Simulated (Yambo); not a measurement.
BSE-type run in Yambo on K2Pt (space group Fm-3m, No. 225), at zero momentum.

Quantum ESPRESSO step (PBEsol, PseudoDojo standard norm-conserving files, scalar-relativistic):
```
&CONTROL
  calculation = 'nscf'
  pseudo_dir = './pseudo'
  outdir = './out'
/
&SYSTEM
  ibrav = 0
  nat = 3
  ntyp = 2
  ecutwfc = 84.0
  ecutrho = 336.0
  occupations = 'fixed'
  force_symmorphic = .true.
  nbnd = 62
/
&ELECTRONS
  conv_thr = 3.0000000000000004e-09
  diago_full_acc = .true.
  diago_thr_init = 1e-08
/
ATOMIC_SPECIES
K 39.0983 K.upf
Pt 195.0840 Pt.upf
CELL_PARAMETERS angstrom
  0.000000000000   3.736123581000   3.736123581000
  3.736123581000   0.000000000000   3.736123581000
  3.736123581000   3.736123581000   0.000000000000
ATOMIC_POSITIONS crystal
K   0.750000000000   0.750000000000   0.750000000000
K   0.250000000000   0.250000000000   0.250000000000
Pt   0.000000000000   0.000000000000   0.000000000000
K_POINTS automatic
6 6 6 0 0 0
```

Yambo input:
```
rim_cut
optics
bse
bss
dipoles
em1s
RandQpts= 1000000
RandGvec= 1 Ry
FFTGvecs= 40 Ry
Chimod= "HARTREE"
BSKmod= "SEX"
BSEmod= "resonant"
BSSmod= "hs"
BSENGexx= 15 Ry
BSENGBlk= 4 Ry
% KfnQP_E
 0.819 | 1.0 | 1.0 |
%
% BSEQptR
 1 | 1 |
%
% BSEBands
 13 | 24 |
%
% BEnRange
 0.0 | 8.6 | eV
%
% BDmRange
 0.15 | 0.15 | eV
%
BEnSteps= 172
% BLongDir
 1.0 | 0.0 | 0.0 |
%
BSHayTrs= -0.02
BSSNEig= 24
WRbsWF
% BndsRnXs
 5 | 57 |
%
NGsBlkXs= 4 Ry
% LongDrXs
 1.0 | 1.0 | 1.0 |
%
```

From the report:

The dimension is k points × valence × conduction bands = 216 × 6 × 6 = 7776.
```
   [SLEPC] Approach                          : Krylov-Schur
   [SLEPC] Number of requested eigenvalues   :  24
   [SLEPC] Number of eigenvalues        [NEV]:  24
    [K] Dimension                                    :   7776
    [K] Bands                                        :  13  24
    [K] Exchange res                                 : yes
    [K] Correlation res                              : yes
    [K] W interaction is bare                        : no
    [K] RL vectors exchange                          :   725
    [K] RL vectors correlation                       :  137
    [W] Matrix size                                  :  137
    [W] Bands                                        :    5   57
    [W] Coulomb Cutoff                               : none
    [W] Hxc Kernel                                   : HARTREE
```
Lowest eigenvalues (eV; in brackets the number of states within 2 meV): 1.71 (3), 1.79 (3), 1.82 (3), 1.83 (2), 1.86 (1), 1.93 (3). They depend on the mesh, which isn't converged, and on the G0W0 scissor.

Spin-orbit coupling is not included.

Geometry relaxed with PBEsol.

The structure is a Materials Project entry; no match was found in the copy of COD used, and its stability was not checked.
